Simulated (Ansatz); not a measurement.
Each is relaxed and computed with r²SCAN (plane waves, PAW; program Ansatz). Which alone has a direct gap?
(A) Cs2O2, Immm (Cs on 4i, O on 4g)
(B) SrAlGeH, P3m1 (Sr on 1b, Al on 1a, Ge on 1c, H on 1a)
(C) Cs2AgBiBr6, Fm-3m (Bi on 4a, Ag on 4b, Cs on 8c, Br on 24e)
(D) CsGeBr3, R3m (Cs on 3a, Ge on 3a, Br on 9b)

D, CsGeBr3, R3m (Cs on 3a, Ge on 3a, Br on 9b). CsGeBr3: gap 1.53 eV (direct); Cs2AgBiBr6: gap 1.67 eV (indirect); Cs2O2: gap 2.13 eV (indirect); SrAlGeH: gap 1.02 eV (indirect). Standing as an ambient phase not checked: CsGeBr3, R3m (Cs on 3a, Ge on 3a, Br on 9b); Cs2O2, Immm (Cs on 4i, O on 4g); SrAlGeH, P3m1 (Sr on 1b, Al on 1a, Ge on 1c, H on 1a). All cells were relaxed under the symmetry of their starts (and spin orders); stability against distortions was not tested throughout. Rows with no word on spin ran without spin polarisation. Spin–orbit coupling is left out wherever it is not named.

Potentials: the later of the program's two PAW sets.
